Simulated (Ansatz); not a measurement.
Level: PBE, no spin polarisation; 420 eV; 6×6×10 Γ-centred mesh; fermi-dirac occupations (width 0.1 eV); Ansatz 0.2.0, fixed geometry.

Computed maps in the lattice plane spanned by a (left to right, 5.63 Å, 17 points from zero) and b (bottom to top, 5.63 Å, 17 points from zero), 120° apart, at height 0.250 along c. The fields are smooth PAW ones with compensation charges, not the true ones near nuclei.

Valence density. Digits on a logarithmic scale: 0 up to 0.03 e/Å³, each further digit a factor of 1.6, 9 from 1.3 e/Å³ up:
```
11122223578875311
33222233456542123
55433333444322356
87543333333223699
98643313332225999
98543113332236999
97433333332247999
75333344543358999
43333457775457987
22234689986445653
22235899995444432
22247999974445543
32258999854578765
31359997546999996
21369964358999995
11356532379999963
01233222479998531
```

ELF. Ten even steps from '0' (0.00) to '9' (0.96):
```
00000000388863100
21000000366520002
53200111232000178
76521000110000899
78631000010005998
88620000100006973
88310001000016735
73010123320027878
20011368763027886
00002688885014530
00005885784000000
00026733871012210
00037877720477665
10159996205887998
00289961038737997
00278400068538982
00010000278877520
```

Q: The cell is BeH$_{3}$O$_{3}$. Which atoms lie within 0.2 Å of this plane, and where (fractions of a and b)?

A: O at (0.39, 0.31), O at (0.69, 0.08), O at (0.92, 0.61), Be at (0.33, 0.67), H at (0.28, 0.14), H at (0.86, 0.13), H at (0.87, 0.72). The whole cell:
```
O Be H
1.0
     5.63438    0.00000    0.00000
    -2.81719    4.87951    0.00000
     0.00000    0.00000    3.21556
O Be H
6 2 6
Direct
  0.39460 0.31170 0.25000
  0.08290 0.39460 0.75000
  0.68830 0.08290 0.25000
  0.60540 0.68830 0.75000
  0.91710 0.60540 0.25000
  0.31170 0.91710 0.75000
  0.33330 0.66670 0.25000
  0.66660 0.33330 0.75000
  0.27540 0.14260 0.25000
  0.13280 0.27540 0.75000
  0.85740 0.13280 0.25000
  0.72460 0.85740 0.75000
  0.86720 0.72460 0.25000
  0.14260 0.86720 0.75000
```

Origin: a known structure type with other elements, at an estimated volume, so it need not be a known compound. Caveats: many states at the Fermi level without spin polarisation, so a magnetic state may lie lower; atoms or cell far from equilibrium.
